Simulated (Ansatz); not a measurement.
Lu3InN (anti-perovskite)

```
Lu3InN
1.0
    4.61819     0.00000     0.00000
    0.00000     4.61819     0.00000
    0.00000     0.00000     4.61819
Lu In N
3 1 1
Direct
  0.50000   0.50000   0.00000
  0.00000   0.50000   0.50000
  0.50000   0.00000   0.50000
  0.00000   0.00000   0.00000
  0.50000   0.50000   0.50000
```

The slice is a {100} plane (indices of the conventional cell) through the point (0.500, 0.500, 0.000) (fractional), spanned by u = [100] and v = [010] in vectors of this cell: u (4.62 Å) and v (4.62 Å, at 90° to u). It covers one period; positions are fractions (u, v).

Calculation: PBEsol (plane waves to 420 eV, PAW, scalar-relativistic; Ansatz, an electronic-structure program). k mesh 10×10×10. Near the nuclei the fields are pseudised (PAW); where an atom keeps semicore shells as valence, they peak there. Lu3InN is run without spin polarisation. Lu3InN was relaxed with its symmetry unable to fall.

Question: Predict the map of the electron localisation function (ELF) on the slice.

Answer: 
```
|xxx9730012455542100379xx|
|xx996200135555531002699x|
|999731002455555420013799|
|776310024455555442001367|
|332100134443334443100123|
|000001344322222344310000|
|000023432222222223432000|
|011244422222222222444211|
|223444322210001222344432|
|44555422210xxx0122245554|
|5555532220xxxxx022235555|
|5555532220xxxxx022235555|
|5555532220xxxxx022235555|
|44555422210xxx0122245554|
|223444322210001222344432|
|011244422222222222444211|
|000023432222222223432000|
|000001344322222344310000|
|332100134443334443100123|
|776310024455555442001367|
|999731002455555420013799|
|xx996200135555531002699x|
|xxx9730012455542100379xx|
|xxx9730002455542000379xx|
```
Scale: ten equal steps from 0.08 (start of '0') to 0.86 (end of '9'), in the order '0123456789'. Values: electron localisation function (ELF). The map has 24 points along u (one character each, u = 0 at the left) and 24 along v (v = 0 in the bottom row). Points within 0.5 Å of a nucleus are blanked (x), as the pseudised field means little there.
